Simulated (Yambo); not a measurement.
Quantum ESPRESSO input (LDA, PseudoDojo standard norm-conserving files, scalar-relativistic) whose wavefunctions are converted with p2y:

```
&CONTROL
  calculation = 'nscf'
  pseudo_dir = './pseudo'
  outdir = './out'
/
&SYSTEM
  ibrav = 0
  nat = 10
  ntyp = 4
  ecutwfc = 84.0
  ecutrho = 336.0
  occupations = 'fixed'
  force_symmorphic = .true.
  nbnd = 298
/
&ELECTRONS
  conv_thr = 1e-08
  diago_full_acc = .true.
  diago_thr_init = 1e-08
/
ATOMIC_SPECIES
O 15.9990 O.upf
Ca 40.0780 Ca.upf
Te 127.6000 Te.upf
Ba 137.3270 Ba.upf
CELL_PARAMETERS angstrom
  0.000000000000   4.254325000000   4.254325000000
  4.254325000000   0.000000000000   4.254325000000
  4.254325000000   4.254325000000   0.000000000000
ATOMIC_POSITIONS crystal
O   0.729930000000   0.270070000000   0.729930000000
O   0.270070000000   0.729930000000   0.270070000000
O   0.729930000000   0.270070000000   0.270070000000
O   0.270070000000   0.729930000000   0.729930000000
O   0.729930000000   0.729930000000   0.270070000000
O   0.270070000000   0.270070000000   0.729930000000
Ca   0.000000000000   0.000000000000   0.000000000000
Te   0.500000000000   0.500000000000   0.500000000000
Ba   0.750000000000   0.750000000000   0.750000000000
Ba   0.250000000000   0.250000000000   0.250000000000
K_POINTS automatic
1 1 1 0 0 0
```

Yambo's initialisation report on symmetry, reciprocal space, the k grid and the gaps on this mesh:

```
  [02.02] Symmetries
  ==================

  Inversion symmetry    : yes
  Spatial inversion     : yes
  Inversion index       :  25
  K-space Time-reversal : no
  Magnetic symmetries   : no
  Group table correct   : yes
  Symmetries units      :  [cc]

  [02.03] Reciprocal space
  ========================

  nG shells         :   736
  nG charge         :  108307
  nG WFs            :  13539
  nC WFs            :  13539
  G-vecs. in first 73 shells:  [ Number ]
     1    9   15   27   51   59   65   89  113
    137   169   181   229   259   283   307   331   339
    387   411   459   531   537   561   609   645   701
    725   749   821   869   893   941   965  1037  1067
   1139  1211  1243  1291  1363  1411  1459  1471  1591
   1639  1687  1759  1807  1837  1893  1917  1989  2085
   2109  2133  2229  2277  2397  2421  2445  2565  2637
   2685  2733  2741  2837  2891  2975  3071  3119  3143
    3215
  ...
  Shell energy in first 73 shells:  [ mHa ]
    0.00000      229.051      305.401      610.802      839.853      916.203      1221.60      1450.66      1527.01
    1832.41      2061.46      2443.21      2672.26      2748.61      3054.01      3283.06      3359.41      3664.81
    3893.86      3970.22      4275.62      4504.67      4886.42      5115.47      5191.82      5497.22      5726.27
    5802.62      6108.02      6337.07      6413.42      6718.83      6947.88      7329.63      7558.68      7635.03
    7940.43      8169.48      8245.83      8780.28      8856.63      9162.03      9391.09      9772.84      10001.9
    10078.2      10383.6      10612.7      10689.0      10994.4      11223.5      11299.8      11605.2      11834.3
    12216.0      12445.1      12521.4      12826.8      13055.9      13132.2      13437.7      13666.7      13743.1
    14048.5      14277.5      14659.3      14888.3      14964.7      15270.1      15499.1      15575.5      15880.9
    16109.9
  ...

  [02.04] K-grid lattice
  ======================

  Compatible Grid is   : 0D
  K lattice UC volume  :  0.238683 [a.u.]

  IBZ K-points                                      :  1
  BZ  K-points                                      :  1

  K/Q-points units:
  rlu = crystal or reduced units; cc = cartesian coordinates; iku = interal k-units

  K [1]          [rlu]:  0.000000  0.000000  0.000000
         WF components:  13539

  [02.05] Energies & Occupations
  ==============================

  [X] === General ===
  [X] Electronic Temperature                        :  0.000000  0.000000 [eV K]
  [X] Bosonic    Temperature                        :  0.000000  0.000000 [eV K]
  [X] Finite Temperature mode                       : no
  [X] El. density                                   :  0.53247E+24 [cm-3]
  [X] Fermi Level                                   :  8.442905 [eV]

  [X] === Gaps and Widths ===
  [X] Conduction Band Min                           :  2.849084 [eV]
  [X] Valence Band Max                              :  0.000000 [eV]
  [X] Filled Bands                                  :   41
  [X] Empty Bands                                   :   42  298
  [X] Direct Gap                                    :  2.849084 [eV]
  [X] Direct Gap localized at k                     :  1
```
The gaps are LDA values on this mesh alone; only operations without fractional translations are kept.

Spin-orbit coupling is not included.

Geometry of the Materials Project entry, not relaxed at this level.
